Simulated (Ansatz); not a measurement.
# Point defect: H interstitial in AlIn$_{2}$N$_{3}$

Method: Ansatz, DFT PBE, scalar-relativistic, plane waves, PAW. Run with 420 eV cutoff, 2×2×2 k-mesh, shifted by half a step, Gaussian smearing of 0.01 eV, collinear spin in charge 0 alone.

Host crystal, relaxed:

```
Al In N
1.0
     5.14533   -2.96138    0.00000
     5.14533    2.96138    0.00000
     0.00000    0.00000    5.50021
Al In N
2 4 6
Direct
  0.34114 0.65886 0.98922
  0.65886 0.34114 0.48922
  0.98838 0.33541 0.98725
  0.66459 0.01162 0.98725
  0.01162 0.66459 0.48725
  0.33541 0.98838 0.48725
  0.96921 0.33293 0.38539
  0.66707 0.03079 0.38539
  0.03079 0.66707 0.88539
  0.33293 0.96921 0.88539
  0.36829 0.63171 0.33750
  0.63171 0.36829 0.83750
```

Supercell of 48 atoms, rows in host cell vectors: -1 1 -1; 1 -1 -1; -1 -1 0. Atoms relax at the host's cell, keeping the symmetry that the supercell leaves at the site. The cell is small, so energies carry finite-size errors of tenths of an eV. The host's Kohn–Sham gap is 0.88 eV.

Defect: H interstitial, charge 0.

Command:

```bash
ansatz run input.yaml --threads 4 --pin off --max-ram 10240MiB --backend cpu --events-out ev --progress --plain --runs-dir out
```

The input:

```yaml
crystal:
  lattice:
    - [0.0, 5.9227685421, -5.5002130738]
    - [0.0, -5.9227685421, -5.5002130738]
    - [-10.2906625441, 0.0, 0.0]
  atoms:
    - { symbol: Al, position: [0.3348183115, 0.6759603477, 0.0] }
    - { symbol: Al, position: [0.8348183115, 0.1759603477, 0.0], spin: 0.111 }
    - { symbol: Al, position: [0.0848183115, 0.9259603477, 0.5] }
    - { symbol: Al, position: [0.5848183115, 0.4259603477, 0.5] }
    - { symbol: Al, position: [0.4259603477, 0.0848183115, 0.0] }
    - { symbol: Al, position: [0.9259603477, 0.5848183115, 0.0] }
    - { symbol: Al, position: [0.1759603477, 0.3348183115, 0.5] }
    - { symbol: Al, position: [0.6759603477, 0.8348183115, 0.5] }
    - { symbol: In, position: [0.093134492, 0.9196158399, 0.8381050558], spin: 0.111 }
    - { symbol: In, position: [0.593134492, 0.4196158399, 0.8381050558] }
    - { symbol: In, position: [0.843134492, 0.1696158399, 0.3381050558] }
    - { symbol: In, position: [0.343134492, 0.6696158399, 0.3381050558] }
    - { symbol: In, position: [0.093134492, 0.9196158399, 0.1618949442], spin: 0.111 }
    - { symbol: In, position: [0.593134492, 0.4196158399, 0.1618949442] }
    - { symbol: In, position: [0.843134492, 0.1696158399, 0.6618949442] }
    - { symbol: In, position: [0.343134492, 0.6696158399, 0.6618949442] }
    - { symbol: In, position: [0.6696158399, 0.843134492, 0.1618949442] }
    - { symbol: In, position: [0.1696158399, 0.343134492, 0.1618949442] }
    - { symbol: In, position: [0.4196158399, 0.093134492, 0.6618949442] }
    - { symbol: In, position: [0.9196158399, 0.593134492, 0.6618949442] }
    - { symbol: In, position: [0.6696158399, 0.843134492, 0.8381050558] }
    - { symbol: In, position: [0.1696158399, 0.343134492, 0.8381050558] }
    - { symbol: In, position: [0.4196158399, 0.093134492, 0.3381050558] }
    - { symbol: In, position: [0.9196158399, 0.593134492, 0.3381050558] }
    - { symbol: "N", position: [0.3982357776, 0.2163768013, 0.8489272206] }
    - { symbol: "N", position: [0.8982357776, 0.7163768013, 0.8489272206], spin: 0.111 }
    - { symbol: "N", position: [0.1482357776, 0.4663768013, 0.3489272206] }
    - { symbol: "N", position: [0.6482357776, 0.9663768013, 0.3489272206] }
    - { symbol: "N", position: [0.3982357776, 0.2163768013, 0.1510727794] }
    - { symbol: "N", position: [0.8982357776, 0.7163768013, 0.1510727794], spin: 0.111 }
    - { symbol: "N", position: [0.1482357776, 0.4663768013, 0.6510727794] }
    - { symbol: "N", position: [0.6482357776, 0.9663768013, 0.6510727794] }
    - { symbol: "N", position: [0.4663768013, 0.6482357776, 0.1510727794] }
    - { symbol: "N", position: [0.9663768013, 0.1482357776, 0.1510727794], spin: 0.111 }
    - { symbol: "N", position: [0.2163768013, 0.8982357776, 0.6510727794] }
    - { symbol: "N", position: [0.7163768013, 0.3982357776, 0.6510727794] }
    - { symbol: "N", position: [0.4663768013, 0.6482357776, 0.8489272206] }
    - { symbol: "N", position: [0.9663768013, 0.1482357776, 0.8489272206], spin: 0.111 }
    - { symbol: "N", position: [0.2163768013, 0.8982357776, 0.3489272206] }
    - { symbol: "N", position: [0.7163768013, 0.3982357776, 0.3489272206] }
    - { symbol: "N", position: [0.6471011999, 0.0153943193, 0.0], spin: 0.111 }
    - { symbol: "N", position: [0.1471011999, 0.5153943193, 0.0] }
    - { symbol: "N", position: [0.3971011999, 0.2653943193, 0.5] }
    - { symbol: "N", position: [0.8971011999, 0.7653943193, 0.5] }
    - { symbol: "N", position: [0.2653943193, 0.8971011999, 0.0] }
    - { symbol: "N", position: [0.7653943193, 0.3971011999, 0.0] }
    - { symbol: "N", position: [0.0153943193, 0.1471011999, 0.5] }
    - { symbol: "N", position: [0.5153943193, 0.6471011999, 0.5] }
    - { symbol: H, position: [0.9166666667, 0.9166666667, 0.0], spin: 0.111 }
  host:
    lattice:
      - [5.1453312721, -2.961384271, 0.0]
      - [5.1453312721, 2.961384271, 0.0]
      - [0.0, 0.0, 5.5002130738]
    atoms:
      - { symbol: Al, position: [0.3411420363, 0.6588579637, 0.9892213408] }
      - { symbol: Al, position: [0.6588579637, 0.3411420363, 0.4892213408] }
      - { symbol: In, position: [0.9883762921, 0.3354135963, 0.9872496681] }
      - { symbol: In, position: [0.6645864037, 0.0116237079, 0.9872496681] }
      - { symbol: In, position: [0.0116237079, 0.6645864037, 0.4872496681] }
      - { symbol: In, position: [0.3354135963, 0.9883762921, 0.4872496681] }
      - { symbol: "N", position: [0.9692138032, 0.3329317556, 0.3853874211] }
      - { symbol: "N", position: [0.6670682444, 0.0307861968, 0.3853874211] }
      - { symbol: "N", position: [0.0307861968, 0.6670682444, 0.8853874211] }
      - { symbol: "N", position: [0.3329317556, 0.9692138032, 0.8853874211] }
      - { symbol: "N", position: [0.3682931194, 0.6317068806, 0.3375044807] }
      - { symbol: "N", position: [0.6317068806, 0.3682931194, 0.8375044807] }
basis:
  ecutwfc: 420
  xc_grid: 2
kpoints:
  mp_grid: { grid: [2, 2, 2], shift: [0.5, 0.5, 0.5] }
hamiltonian:
  xc: pbe
scf:
  occupations: { method: gaussian, width: 0.01 }
output:
  forces: true
  stress: false
  eigenvalues: true
  populations: true
  charged_corrections:
    defect_position: [0.91666667, 0.91666667, 0.0]
    epsilon: [[11.8187, 0.0, 0.0], [0.0, 11.7905, 0.0], [0.0, 0.0, 13.4991]]
  write_density: true
  write_potential: true
  elf: true
  volumetric_format: npy
magnetization:
  spin_polarized: true
relax:
  adjacent_minimum: "off"
  f_tol: 0.025
  max_steps: 45
```

From the output:

```
Warning: RAYON_NUM_THREADS=4 ignored (pool sized by the plan → 4); use --threads N
Crystal: 49 atoms, lattice volume = 670.467 Å³
Basis set: ecut = 420 eV, 13071 PW (Γ), exchange–correlation on 120×120×144 points (8 copies of the dense FFT grid, shifted against one another)
Bands: 226, of which v1, the nominal top of the filled ones, is band 177 counted from 1 (176 counted from 0)
Symmetry: 2 space group operations
Space group: Pm (ITA 6), of the structure as read, at distance tolerance 8.8e-5 Å
k-points: 2 of 8 (time reversal used)
relax step   1: F+E_penalty+E_count = -103112.61329573 eV  Δ(F+E_penalty+E_count) = +0.000e0 eV  max|allowed force component| = 2.856e-1 eV/Å  Δτ_max = 0.0000 Å
relax step   2: F+E_penalty+E_count = -103112.65862977 eV  Δ(F+E_penalty+E_count) = -4.533e-2 eV  max|allowed force component| = 1.187e-1 eV/Å  Δτ_max = 0.0574 Å
relax step   3: F+E_penalty+E_count = -103112.66247795 eV  Δ(F+E_penalty+E_count) = -3.848e-3 eV  max|allowed force component| = 5.128e-2 eV/Å  Δτ_max = 0.0195 Å
relax step   4: F+E_penalty+E_count = -103112.66292912 eV  Δ(F+E_penalty+E_count) = -4.512e-4 eV  max|allowed force component| = 1.391e-2 eV/Å  Δτ_max = 0.0128 Å
SCF converged after 7 iterations
Free energy (F): -103112.662929 eV
E sigma→0 (E₀):  -103112.662929 eV
Fermi energy:    9.431538 eV
```

The relaxation gained 0.05 eV in 4 steps. It took 93 s on 4 threads of Intel(R) Xeon(R) Platinum 8488C (Sapphire Rapids) (shared host), peak memory 3 GiB.